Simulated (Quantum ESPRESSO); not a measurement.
```cif
data_Ga4N4
_chemical_formula_sum 'N4 Ga4'
_space_group_name_H-M_alt 'F-43m'
_space_group_IT_number 216
_space_group_name_Hall 'F -4 2 3'
_cell_length_a 4.52210
_cell_length_b 4.52210
_cell_length_c 4.52210
_cell_angle_alpha 90.000
_cell_angle_beta 90.000
_cell_angle_gamma 90.000
loop_
_atom_site_label
_atom_site_type_symbol
_atom_site_symmetry_multiplicity
_atom_site_Wyckoff_symbol
_atom_site_fract_x
_atom_site_fract_y
_atom_site_fract_z
_atom_site_occupancy
N1 N 4 a 0.00000 0.00000 0.00000 1
Ga1 Ga 4 c 0.25000 0.25000 0.25000 1
```
(The calculation used a cell of 2 atoms; values per cell refer to that cell.)

The PBEsol cell relaxed from Materials Project entry mp-830 was given an isotropic strain of +0.5 % on all lattice vectors, and the atoms were relaxed again.

**Question.** What does PBE (stringent potentials; Quantum ESPRESSO, PseudoDojo norm-conserving, 114 Ry, no spin-orbit coupling) give for the electronic structure near the Fermi level?

**Answer.** The PBE gap is direct, 1.69 eV at Γ. Spin-orbit splittings are left out.

This is not the ordinary phase of the substance; no match was found in the copy of COD used, and its stability was not checked.
